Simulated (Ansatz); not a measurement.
Values for one crystal, relaxed and computed with r²SCAN+D4 in the plane-wave PAW code Ansatz; other levels are named.

* **Volume per atom**: 19.49 Å³
* **Band gap**: 1.03 eV (indirect)
* **Elastic constants (relaxed ions, GPa)**: C11 = 225, C12 = 49.0, C13 = 9.0, C14 = -0.1, C33 = 44.1, C44 = 14.1
* **Zone-centre stability**: no imaginary mode at Γ
* **Conduction-band minimum**: on the K–Γ line, 47 % of the way from K (6 equivalent valleys)
* **Gap with spin–orbit coupling**: 0.98 eV
* **Young's modulus**: 92.8 GPa

### Question
Which compound is it?
A. BeS, P4/nmm (Be on 2c, S on 2a)
B. SnSe2, CdI2 type
C. WSeS, P-3m1 (W on 2d, Se on 2d, S on 2d)
D. PbS, rock salt

### Answer
C, WSeS, P-3m1 (W on 2d, Se on 2d, S on 2d)

The first step of the workflow began from a Materials Project structure, measured or hypothetical; the Crystallography Open Database copy checked does not list it. Its standing as an ambient phase is unchecked. The cell was relaxed with r²SCAN+D4 under the symmetry of its start. No spin polarisation was allowed. Spin–orbit coupling is left out wherever it is not named.

Potentials: the later of the program's two PAW sets.
